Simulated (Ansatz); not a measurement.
**What moves the field gradients of ZrB₂?**

Cell of run 1: a structure deposited in the COD, whose atoms a relaxation with PBE at fixed cell left in place.

```
Zr B
1.0
     3.17000    0.00000    0.00000
    -1.58500    2.74530    0.00000
     0.00000    0.00000    3.53300
Zr B
1 2
Direct
  0.00000 0.00000 0.00000
  0.33333 0.66667 0.50000
  0.66667 0.33333 0.50000
```

Atom numbers follow the list; atoms alike are taken as one site, whose name carries the number of the first.

All runs are DFT with Ansatz 0.2.0 (plane waves and PAW, scalar-relativistic unless spin–orbit coupling is named, Γ-centred meshes, Fermi–Dirac smearing where given) in this cell.

Run 1: PBE, atoms relaxed; 420 eV, 17×17×13 k-points, smearing 0.05 eV.
Run 2: r2SCAN, at the relaxed atoms; 500 eV, 17×17×13 k-points, smearing 0.05 eV.
Run 3: PBE with spin–orbit coupling, at the relaxed atoms; 420 eV, 17×17×13 k-points, smearing 0.05 eV.
Run 4: LDA, at the relaxed atoms; 420 eV, 17×17×13 k-points, smearing 0.05 eV.

```tsv
run	Zr V_zz (η)
1	4.54 (0.00)
2	?
3	4.56 (0.00)
4	4.83 (0.00)
```

V_zz in 10²¹ V/m²; 1 of the 2 sets of like atoms are followed.

Task: Estimate the row of run 2.

Result: Zr: 4.15 (0.00). It lies nearest to run 1, from whose tensors on these sites it differs by 0.39 at most (largest principal value of the difference, on Zr). Taken one at a time, the functional (between the two that differ most) moves the tensors on these sites by up to 0.68 (largest principal value of the change, on Zr), spin–orbit coupling by 0.01.

In runs 1, 2, 3, 4 there is no gap above 0.1 eV, so the gradients can move by 10 % or more with the k-mesh. The cell isn't the equilibrium one in run 4 (calculated pressure -9 GPa), and the entry's cell may itself be off.
